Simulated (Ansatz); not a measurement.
Relaxed HfN (rock salt):

```
CELL_PARAMETERS angstrom
      0.00000     2.26297     2.26297
      2.26297     0.00000     2.26297
      2.26297     2.26297     0.00000
ATOMIC_POSITIONS crystal
  N  0.00000 0.00000 0.00000
  Hf 0.50000 0.50000 0.50000
```

Scan: atom 1 (N, nearest neighbour Hf at 2.263 Å; its periodic images, 3.2 Å or more away, move with it) is displaced along Cartesian z, direction (0.000, 0.000, 1.000) in Cartesian axes, by s. The other atoms stay.

Level of theory: r2SCAN (plane waves to 500 eV, PAW, scalar-relativistic; Ansatz, a program for electronic structure). k mesh 14×14×14 (Γ-centred), Fermi-Dirac smearing 0.05 eV. E stands for the smeared free energy. Left out: 4 of 11 points, with atoms too close for the PAW data. With partly filled bands, energies and forces of such displacements shift with the k mesh and the smearing. HfN is run without spin polarisation. HfN was relaxed with its symmetry unable to fall. Spin-orbit coupling is left out, though Hf is heavy. The PAW data are Ansatz's earlier set. The zero of ΔE is the undisplaced structure. The last digit holds for this mesh only.

```json
[
 {"s (Å)": "-0.408", "ΔE (meV/cell)": "1098.8"},
 {"s (Å)": "-0.272", "ΔE (meV/cell)": "448.3"},
 {"s (Å)": "-0.136", "ΔE (meV/cell)": "107.8"},
 {"s (Å)": "0.000", "ΔE (meV/cell)": "0.0"},
 {"s (Å)": "0.136", "ΔE (meV/cell)": "107.8"},
 {"s (Å)": "0.272", "ΔE (meV/cell)": "448.3"},
 {"s (Å)": "0.408", "ΔE (meV/cell)": "1098.8"}
]
```

Problem. What force constant k = d²E/ds² at s = 0 does the table give?

Solution. 12 eV/Å². It is the second difference of the nearest points, corrected with the next pair.

Problem. With k = 11.26 eV/Å² from the forces, is the well harmonic out to s = 0.408 Å?

Solution. ½ks² = 937 meV/cell against the computed 1099 meV/cell, so the well is stiffer than harmonic there.

(A displaced cell: forces are minus the slopes of the energy, force constants its curvatures, and phonons follow from these.)
